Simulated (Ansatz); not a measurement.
Al$_{2}$Cu (Al2Cu type, space group I4/mcm)

```xyz
6
Lattice="-3.0297 3.0297 2.4372 3.0297 -3.0297 2.4372 3.0297 3.0297 -2.4372" Properties=species:S:1:pos:R:3 pbc="T T T"
Al     3.9888     0.9591     0.0000
Al     0.9591     2.0707     0.0000
Al     2.0707     0.9591     2.4372
Al    -0.9591     2.0707     2.4372
Cu     0.0000     0.0000     3.6559
Cu     0.0000     0.0000     1.2186
```

The volume is varied about the relaxed value V₀ at fixed cell shape. The atoms relax within the cell's symmetry.

All values below come from PBE (plane waves to 420 eV, PAW, scalar-relativistic; Ansatz, an electronic-structure program). k mesh 13×13×13 (Γ-centred), Fermi-Dirac smearing 0.05 eV. The energy includes the smearing's −TS. With the shape held, the modulus is that of even scaling; a crystal free to change shape is softer. Al2Cu is run without spin polarisation. Al2Cu was relaxed with its symmetry unable to fall. The zero of ΔE is the relaxed starting cell. The last digit holds for this mesh only.

```csv
V (Å³/atom),ΔE (meV/atom)
14.020,18.6
14.169,12.7
14.318,7.9
14.467,4.4
14.617,1.9
14.766,0.5
14.915,0.0
15.064,0.5
15.213,1.8
15.362,4.0
15.512,6.9
15.661,10.6
15.810,15.1
```

Task: What bulk modulus at fixed cell shape B₀ follows from a third-order Birch-Murnaghan fit?

Result: 99.6 GPa.

Task: What is the fitted pressure derivative B₀′?

Result: 4.5.

(A scan under strain: stresses follow from slopes of the energy per volume, elastic moduli from its curvatures.)
